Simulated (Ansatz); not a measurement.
Al$_{3}$GaN$_{4}$:
```xyz
8
Lattice="3.1300 0.0000 0.0000 -1.5650 2.7107 0.0000 0.0000 0.0000 10.0819" Properties=species:S:1:pos:R:3 pbc="T T T"
Ga     0.0000     1.8071     0.0570
N      0.0000     1.8071     2.0217
Al     1.5650     0.9036     2.6000
N      1.5650     0.9036     4.5009
Al     0.0000     1.8071     5.0889
N      0.0000     1.8071     6.9888
Al     1.5650     0.9036     7.5742
N      1.5650     0.9036     9.4751
```

Relaxed with PBEsol. Special points in fractions of this cell's reciprocal vectors: Γ (0.000, 0.000, 0.000); M (0.500, 0.000, 0.000); K (0.333, 0.333, 0.000); A (0.000, 0.000, 0.500); L (0.500, 0.000, 0.500); H (0.333, 0.333, 0.500).

Problem. List the band energies nearest the valence-band maximum at these points for PBEsol (plane waves, PAW; program Ansatz).

Solution. In eV from the valence-band maximum; about four levels below and three above (degenerate sets whole), none deeper than 8.9 eV; points with the same levels are listed once.

```
k                        below           above
-  ---------------------------  --------------
Γ  -0.68 -0.68 -0.16 0.00 0.00  3.28 5.32 5.84
M      -1.78 -1.68 -1.52 -0.90  4.64 4.91 5.29
K      -2.67 -2.66 -1.16 -1.07  4.75 6.82 6.94
A      -0.61 -0.61 -0.01 -0.01  4.01 4.62 5.81
L      -1.57 -1.41 -1.23 -1.10  4.36 4.80 5.40
H      -1.90 -1.88 -1.80 -1.72  5.45 5.72 7.26
```

Space group P3m1. The start of the workflow was typed in or built on a structure type; neither database checked (COD, Materials Project) lists it. Whether it is the stable phase at ambient conditions was not checked. The cell was relaxed with PBEsol under the symmetry of its start; its stability against distortions is not shown here. Spin–orbit coupling is left out wherever it is not named.

Potentials: the earlier of the program's two PAW sets. The files were generated under PBE; for other functionals the program regenerates the frozen cores, and for LDA and PBEsol the local potential too.
